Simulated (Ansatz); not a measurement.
The start is a randomly generated symmetric cell of SnO2 (space group No. 123). Cell shape, volume and atoms are optimised at zero target pressure with r2SCAN (plane waves to 500 eV, PAW, scalar-relativistic; Ansatz, a quantum-chemistry and plane-wave program). First-step values are on the input's coarse k-mesh.

Ansatz input (later rounds restart from its end on a renewed k-mesh):
Ansatz 0.2 input:
```yaml
crystal:
  lattice:
    - [2.5621472, 0, 0]
    - [0, 2.5621472, 0]
    - [0, 0, 5.8467926]
  atoms:
    - { symbol: O, position: [0, 0.5, 0.5] }
    - { symbol: O, position: [0.5, 0, 0.5] }
    - { symbol: Sn, position: [0.5, 0.5, 0] }
basis: { ecutwfc: 500, ecutrho_ratio: 4, xc_grid: 4, fft_grid_basis: typed }
kpoints: { mp_grid: { grid: [9, 9, 4] } }
hamiltonian:
  xc: r2scan
  dispersion: none
  pseudopotentials: { azcp: { folder: ./paw }, kind: paw }
scf: { occupations: { method: fermi_dirac, width: 0.05 } }
relax: { f_tol: 0.01, max_steps: 100, cell: { stress_tol: 0.02 } }
output: { forces: true, stress: true }
```

### Question
What pressure does the first self-consistent step give?

### Answer
+27 GPa (positive: the cell is compressed).

### Question
By how much does the energy per atom fall from start to end?

### Answer
2.34 eV/atom.

### Question
How do the shortest distances between atoms change?

### Answer
The closest pairs of elements (up to four, under 3.6 Å), start → end: O–O 1.81 → 2.48 Å; O–Sn 3.19 → 2.24 Å; Sn–Sn 2.56 → 2.79 Å.

### Question
Is the relaxed structure metallic? Give its gap.

### Answer
Zero (metallic).

### Question
Write out the relaxed structure.

### Answer

```cif
data_O2Sn
_chemical_formula_sum 'O2 Sn1'
_space_group_name_H-M_alt 'P4/mmm'
_space_group_IT_number 123
_space_group_name_Hall '-P 4 2'
_cell_length_a 3.50101
_cell_length_b 3.50101
_cell_length_c 2.79350
_cell_angle_alpha 90.000
_cell_angle_beta 90.000
_cell_angle_gamma 90.000
loop_
_atom_site_label
_atom_site_type_symbol
_atom_site_symmetry_multiplicity
_atom_site_Wyckoff_symbol
_atom_site_fract_x
_atom_site_fract_y
_atom_site_fract_z
_atom_site_occupancy
O1 O 2 e 0.00000 0.50000 0.50000 1
Sn1 Sn 1 c 0.50000 0.50000 0.00000 1
```

The space group stays P4/mmm (No. 123) (the run could not lower it), with 3 atoms in the primitive cell. Final values are on a 13×13×17 k-mesh of the relaxed cell. No spin polarisation in the result.

The run could not lower the symmetry of its start; a shaken copy of this end point relaxes with r2SCAN to R-3m (No. 166), 0.83 eV/atom lower.

The relaxed structure here is a generated cell of SnO2: the first start was made by a random draw of sites in a space group, and the end was not matched to a known phase here, so it may be hypothetical. Known forms of SnO2 include space group No. 136.
